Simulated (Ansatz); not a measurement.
Ti2GeC in space group P6_3/mmc (No. 194; Ti on 4f, Ge on 2d, C on 2a), DFT-PBEsol in the program Ansatz with PAW potentials, all energies at zero smearing, with the estimated change up to a 700 eV cutoff added, with one set of potentials and settings (totals compare only within such a set). Cell of 8 atoms (4 Ti, 2 Ge, 2 C): -18903.225 eV.

```csv
element,reference phase,E (eV/atom)
Ti,"P6/mmm, 3 atoms in the cell",-2473.9117
Ge,"Fd-3m, 2 atoms in the cell",-4253.4978
C,"P6_3/mmc, 4 atoms in the cell",-246.6950
```

Formation energy per atom, worked out: (-18903.225 − 4×(-2473.9117) − 2×(-4253.4978) − 2×(-246.6950))/8 = -0.899 eV/atom (-87 kJ per mol of atoms), at 0 K, without zero-point energy or fitted corrections.

The workflow started from a Materials Project entry (that database holds measured and hypothetical structures alike); the Crystallography Open Database copy checked does not list it. Its standing as an ambient phase is unchecked. The PBEsol relaxation kept the symmetry of its start; of distortions, only those at the zone centre were tested. No spin polarisation was allowed. The references are the lowest solids computed at this level, not always the standard phases.

Potentials: the later of the program's two PAW sets.
